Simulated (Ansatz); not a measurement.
**K2Sb: input and output**

The input, for Ansatz 0.2.0 (plane waves, PAW):

```yaml
crystal:
  lattice:
    - [0.0, 5.086946, 0.0]
    - [5.086946, 0.0, 0.0]
    - [2.543473, 2.543473, -8.888598]
  atoms:
    - { symbol: Sb, position: [0.1322, 0.1322, 0.7356] }
    - { symbol: K, position: [0.658, 0.658, 0.684] }
    - { symbol: K, position: [0.3238, 0.3238, 0.3524] }
    - { symbol: K, position: [0.5, 0.0, 0.0] }
    - { symbol: K, position: [0.0, 0.5, 0.0] }
    - { symbol: Sb, position: [0.8549, 0.8549, 0.2902] }
  symmetry: { tolerance: 0.0003 }
kpoints:
  mp_grid: { grid: [6, 6, 6], shift: [0, 0, 0] }
  band_path:
    path:
      - [0.0, 0.0, 0.0]
      - [0.5, 0.5, 0.5]
      - [0.5, 0.5, 0.75]
      - [0.5, 0.0, 0.5]
      - [0.0, 0.0, 0.0]
      - [0.0, 0.0, 0.5]
      - [0.45905907, 0.0, 0.72952953]
      - [0.54094093, 0.0, 0.27047047]
      - [0.0, 0.0, 0.0]
      - [0.5, 0.5, 0.5]
      - [0.54094093, 0.45905907, 0.5]
    npoints: 7
magnetization:
  noncollinear: true
  spin_orbit: true
scf:
  occupations: { method: fermi_dirac }
  lower_state_search: "off"
  max_iter: 200
hamiltonian:
  pseudopotentials: { kind: paw_fr }
  xc: r2scan
basis:
  ecutwfc: 500
  fft_grid_basis: typed
output:
  forces: true
  stress: true
  eigenvalues: true
  bader: true
  populations: true
  elf: true
  write_potential: true
  volumetric_format: npy
  dos:
    e_range: [-12, 8]
    de: 0.05
    projected: { site_lists: { K: [K], Sb: [Sb] } }
    method: { smearing: { sigma: 0.1, scheme: gaussian } }
  write_density: true
checkpoint:
  read: saved_state
```

Run as

```sh
ansatz run input.yaml --threads 2 --pin off --max-ram 5120MiB --backend cpu --events-out ev --progress --plain --runs-dir out
```

The run starts from an earlier solution of this cell. The state carries no moments; the state need not be the lowest.

Output (shortened):

```
SCF iter   1: F=-19146.0669 eV  Δρ=1.59e-3  dr2=2.99e-3  dr2_τ=1.15e-4  dr2_m=0.00e0 (ungated)  |M|=0.00e0 ∫|m|=0.00e0 μB
SCF iter   2: F=-19146.0679 eV  Δρ=1.11e-3  dr2=1.44e-3  dr2_τ=4.95e-5  dr2_m=0.00e0 (ungated)  |M|=0.00e0 ∫|m|=0.00e0 μB
SCF iter   3: F=-19146.0684 eV  Δρ=1.55e-4  dr2=9.45e-5  dr2_τ=1.48e-6  dr2_m=0.00e0 (ungated)  |M|=0.00e0 ∫|m|=0.00e0 μB
SCF iter   4: F=-19146.0686 eV  Δρ=6.47e-5  dr2=2.34e-5  dr2_τ=1.51e-7  dr2_m=0.00e0 (ungated)  |M|=0.00e0 ∫|m|=0.00e0 μB
SCF iter   5: F=-19146.0686 eV  Δρ=3.24e-5  dr2=1.11e-5  dr2_τ=2.86e-8  dr2_m=0.00e0 (ungated)  |M|=0.00e0 ∫|m|=0.00e0 μB
SCF iter   6: F=-19146.0686 eV  Δρ=1.28e-5  dr2=1.88e-6  dr2_τ=4.64e-9  dr2_m=0.00e0 (ungated)  |M|=0.00e0 ∫|m|=0.00e0 μB
SCF iter   7: F=-19146.0686 eV  Δρ=5.33e-6  dr2=3.15e-7  dr2_τ=5.97e-10  dr2_m=0.00e0 (ungated)  |M|=0.00e0 ∫|m|=0.00e0 μB
SCF iter   8: F=-19146.0686 eV  Δρ=2.11e-6  dr2=4.69e-8  dr2_τ=1.96e-10  dr2_m=0.00e0 (ungated)  |M|=0.00e0 ∫|m|=0.00e0 μB
Magnetization: |M| = 0.0000 μB,  M = (+0.0000, +0.0000, +0.0000) μB
Absolute magnetization: 0.0000 μB (∫|m|)
  site 0: m = (+0.0000, +0.0000, +0.0000) μB, |m| = 0.0000 μB  (R = 1.41 Å)
  site 1: m = (+0.0000, +0.0000, +0.0000) μB, |m| = 0.0000 μB  (R = 1.44 Å)
  site 2: m = (+0.0000, +0.0000, +0.0000) μB, |m| = 0.0000 μB  (R = 1.41 Å)
  site 3: m = (+0.0000, +0.0000, +0.0000) μB, |m| = 0.0000 μB  (R = 1.43 Å)
  site 4: m = (+0.0000, +0.0000, +0.0000) μB, |m| = 0.0000 μB  (R = 1.43 Å)
  site 5: m = (+0.0000, +0.0000, +0.0000) μB, |m| = 0.0000 μB  (R = 1.44 Å)
Free energy (F): -19146.0686 eV
Harris-Foulkes:  -19146.0686 eV  (|F-HF|=2.75e-8)
Internal energy: -19145.8243 eV  (E = F + TS)
E sigma→0 (E₀):  -19145.9464 eV
Entropy (-TS):   -0.2443 eV (-40.712 meV/atom)
Fermi energy:    4.5679 eV
--- Per-component energies (eV) ---
  E_band       = -908.6923
  E_kinetic    = 1431.2173
  E_local      = -6236.7132  (includes V_loc(G=0)·N_el)
  E_nonlocal   = 778.9044
  E_hartree    = 2563.1389
  E_xc         = -789.5133
  E_vxc        = -948.8523  (∫ρ·V_xc dr)
  E_paw        = -12334.0227  (= ΣΔE_a)
  E_vpaw       = -1117.7063  (= ΣTr[D̂ρ^β])
  E_aug_tail   =  0.0000  (compensation charges beyond the density's cutoff)
  E_vtau       = 58.1845  (kinetic-family band-sum trace: ∫τ·v_τ [+ j·A + Jᵃ·Aᵃ] dr)
  E_ewald      = -4559.0880
  E_core_change = 0.2522  (= ΣΔE_core)
  E_smearing   = -0.2443  (= −TS)
--- Forces (eV/Å), atoms counted from 1 ---
  atom   1  Sb     0.0000     0.0000    -0.3057
  atom   2  K      0.0000     0.0000     0.7176
  atom   3  K      0.0000     0.0000    -0.4072
  atom   4  K      0.0000     0.0000    -0.2654
  atom   5  K      0.0000     0.0000    -0.2654
  atom   6  Sb     0.0000     0.0000     0.5261
--- Stress (GPa, compression-positive) ---
        1.7395       0.0000       0.0000
        0.0000       1.7395       0.0000
        0.0000       0.0000       2.5646
  P = ⅓ Tr σ = 2.0145 GPa (20.145 kbar)
--- Löwdin populations: 6 sites ---
  site symbol       q [e]
     0     Sb     16.1213
     1      K      8.3769
     2      K      8.3864
     3      K      8.4122
     4      K      8.4122
     5     Sb     16.0202
  spilling = 0.0041 (of n_electrons = 66.0000)
```

Total energies depend on the potentials used, so only differences within one code and one set of settings carry meaning.

Origin: a known structure type with other elements, at an estimated volume, so it need not be a known compound.
